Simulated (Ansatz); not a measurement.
# LiRe3: what changed settings do

The reference input for Ansatz (plane-wave DFT with PAW):

```yaml
crystal:
  lattice:
    - [0.0, 3.052881, 3.052881]
    - [3.052881, 0.0, 3.052881]
    - [3.052881, 3.052881, 0.0]
  atoms:
    - { symbol: Li, position: [0.0, 0.0, 0.0] }
    - { symbol: Re, position: [0.75, 0.75, 0.75] }
    - { symbol: Re, position: [0.25, 0.25, 0.25] }
    - { symbol: Re, position: [0.5, 0.5, 0.5] }
basis:
  ecutwfc: 420
kpoints:
  mp_grid: { grid: [6, 6, 6] }
hamiltonian:
  xc: pbe
scf:
  occupations: { method: gaussian, width: 0.1 }
output:
  forces: true
  stress: true
  eigenvalues: true
```

Command:

```bash
ansatz run input.yaml --threads 1 --pin off --max-ram 1331MiB --backend cpu --events-out ev --progress --plain --runs-dir out
```

The run converges in 6 SCF iterations on 16 irreducible k-points: pressure -2.99 GPa, no gap.

The inputs are trials, many of them unsound on purpose. Their numbers show the effect of the settings and aren't properties of the material. Each trial's input is given as a difference from the reference's; energies are extrapolated to zero smearing where there is one, and pressure is positive in compression.

Question: Trial 1:

```diff
 kpoints:
+  band_path: { path: [[0, 0, 0], [0.5, 0, 0], [0.5, 0.5, 0.5]], npoints: 4 }
 hamiltonian:
+  hubbard: { sites: [{ species: Re, l: d, u_eff: 6.0 }] }
```

How does this run end?

Answer: The run converges in 11 SCF iterations on 16 irreducible k-points: pressure -3.75 GPa, no gap. It warns that the count of filled bands differs between k-points. Under a U the state reached may not be the lowest.